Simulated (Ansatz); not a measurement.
ZrSiRu: do energies and stresses tell the same story?

Theory: Ansatz 0.2.0, DFT r2SCAN, scalar-relativistic, plane waves, PAW.

Cutoff 500 eV; k points 6×6×10 on the computed 9-atom cell (Γ-centred); Gaussian smearing, width 0.10 eV; no spin polarisation.

Relaxed cell: P-62m, a = 6.675 Å, b = 6.675 Å, c = 3.701 Å, α = 90.00°, β = 90.00°, γ = 120.00°, 9 atoms in the primitive cell. Whether it is the stable form of this composition wasn't checked.

Energies at zero smearing and pressures from the stress tensor, at volumes with shape and atoms relaxed:
```tsv
V (Å³/atom)	E − E(first) (meV/atom)	P (GPa)
14.443	0.00	23.27
14.919	-55.46	14.29
15.395	-86.26	6.60
15.871	-95.91	0.02
16.347	-87.46	-5.59
16.823	-63.56	-10.38
17.458	-11.57	-15.67
```

Problem. Check P = −dE/dV between neighbouring volumes, and get the bulk modulus from the pressures alone.

Solution. With 1 eV/Å³ = 160.2 GPa:
| middle V (Å³/atom) | −ΔE/ΔV (GPa) | mean P (GPa) |
| --- | --- | --- |
| 14.681 | 18.663 | 18.776 |
| 15.157 | 10.363 | 10.443 |
| 15.633 | 3.247 | 3.311 |
| 16.109 | -2.844 | -2.784 |
| 16.585 | -8.043 | -7.987 |
| 17.141 | -13.119 | -13.026 |

The two differ by 0.11 GPa at most. The mean of two end pressures misses the average over a step by about ΔV² P″/12, up to 0.12 GPa here; with that taken off 0.02 GPa remains. Around V = 15.871 Å³/atom, the two neighbours give B = −V ΔP/ΔV = 15.871 × 12.19 / 0.952 = 203.2 GPa, against B0 = 201.9 GPa from the Birch–Murnaghan fit of the energies.